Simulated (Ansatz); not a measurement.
**Notes on RbAg2Br3**

```
Rb Ag Br
1.0
     5.08933    6.36617    0.00000
     5.08933   -6.36617    0.00000
     0.00000    0.00000   -5.99425
Rb Ag Br
2 4 6
Direct
  0.67800 0.32200 0.75000
  0.32200 0.67800 0.25000
  0.84400 0.84400 0.00000
  0.15600 0.15600 0.50000
  0.15600 0.15600 0.00000
  0.84400 0.84400 0.50000
  0.11810 0.88190 0.75000
  0.88190 0.11810 0.25000
  0.59600 0.83320 0.75000
  0.40400 0.16680 0.25000
  0.83320 0.59600 0.25000
  0.16680 0.40400 0.75000
```

Method: r2SCAN, no spin polarisation; PAW, plane waves to 500 eV, 4×4×5 Γ-centred mesh, fermi-dirac occupations (width 0.1 eV) (Ansatz 0.2.0), atoms fixed.

**Stress.** The pressure is 4.4 GPa (compression positive), so with the atoms held at these fractions the cell would first expand; the forces are large, so a full relaxation may end otherwise.
**Band edges.** Within 0.7 eV of the edges, the states project mainly on Br p (58 %) and Ag d (40 %) below the gap and on Ag s (37 %), Rb s (26 %) and Br s (18 %) above it.
**Forces.** The largest is on Br10 (and as large on other atoms): 1.87 eV/Å, components (1.19, 1.44, 0.00). It makes 143° with the line to a nearest neighbour, Ag4 at 2.50 Å, pointing away from it.
**Electronic structure.** The gap is 2.31 eV, direct at the points sampled.

Origin: a known structure type with other elements, at an estimated volume, so it need not be a known compound. Caveats: atoms or cell far from equilibrium.
